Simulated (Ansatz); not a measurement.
# Data sheet: ZnCd$_{3}$S$_{4}$ (DFT)

ZnCd$_{3}$S$_{4}$:
```
ZnCd3S4
1.0
    5.70461     0.00000     0.00000
    0.00000     5.70461     0.00000
    0.00000     0.00000     5.70461
Zn Cd S
1 3 4
Direct
  0.00000   0.00000   0.00000
  0.00000   0.50000   0.50000
  0.50000   0.00000   0.50000
  0.50000   0.50000   0.00000
  0.76317   0.76317   0.23683
  0.76317   0.23683   0.76317
  0.23683   0.23683   0.23683
  0.23683   0.76317   0.76317
```

Space group P-43m (No. 215); conventional cell a = b = c = 5.705 Å, α = β = γ = 90.00°.

Method: DFT-PBEsol in the program Ansatz with PAW potentials. Structure relaxed to zero pressure with the same functional. Other levels are named where they apply.

**Cell and energy**

```json
{
 "volume_per_atom": "23.21 Å³",
 "density": "4.75 g/cm³",
 "Formation energy from the elements (no fitted shifts)": "-0.67 eV/atom"
}
```

**Electronic structure**

```json
{
 "band_gap": "1.21 eV (direct)",
 "valence_band_maximum": "at Γ",
 "conduction_band_minimum": "at Γ",
 "electron_effective_mass": "0.13 mₑ (isotropic)",
 "Electron effective mass with spin–orbit coupling": "0.13 mₑ (isotropic)",
 "Hole effective mass, band 1 of 3 at the edge": "0.84 along [100], 4.0 along [110], 1.8 along [111] (mₑ)",
 "Hole effective mass, band 2 of 3 at the edge": "0.84 along [100], 0.84 along [110], 1.8 along [111] (mₑ)",
 "Hole effective mass, band 3 of 3 at the edge": "0.14 along [100], 0.12 along [110], 0.12 along [111] (mₑ)",
 "HSE06 gap on the PBEsol cell": "2.41 eV",
 "Gap with spin–orbit coupling": "1.19 eV"
}
```

**Mechanics**

```json
{
  "Elastic constants (relaxed ions, GPa)": "C11 = 81.2, C12 = 57.3, C44 = 30.1",
  "mechanical_stability": "stable (all eigenvalues of C positive)",
  "hill_bulk_and_shear_moduli": "65.3 and 20.8 GPa",
  "Young's modulus": "56.3 GPa",
  "Poisson's ratio": "0.36",
  "debye_temperature_from_the_elastic_constants": "246 K",
  "Piezoelectric stress constants (proper, relaxed ions, C/m²)": "e14 = e25 = e36 = 0.24"
}
```

**Dielectric response**

```json
{
 "Electronic dielectric constant ε∞ (DFPT)": "6.36",
 "Static dielectric constant ε0 (ions relaxed, cell fixed)": "9.75",
 "Born charges (a third of the trace)": "Zn +2.03, Cd +2.15, S -2.12 e"
}
```

**Phonons**

```json
{
  "Highest zone-centre frequency (without LO–TO term)": "298 cm⁻¹",
  "zone_centre_stability": "no imaginary mode at Γ"
}
```

The first step of the workflow began from a Materials Project structure, measured or hypothetical; the Crystallography Open Database copy checked does not list it. With Zn and Cd taken as one species the cell has the higher symmetry F-43m, so it may be an ordered model of a mixed-site phase. Its standing as an ambient phase is unchecked. The cell was relaxed with PBEsol under the symmetry of its start. Signs of piezoelectric constants follow the polarity of the cell as given. The references are the lowest solids computed at this level, not always the standard phases. Spin–orbit coupling is left out wherever it is not named.

Potentials: the later of the program's two PAW sets.
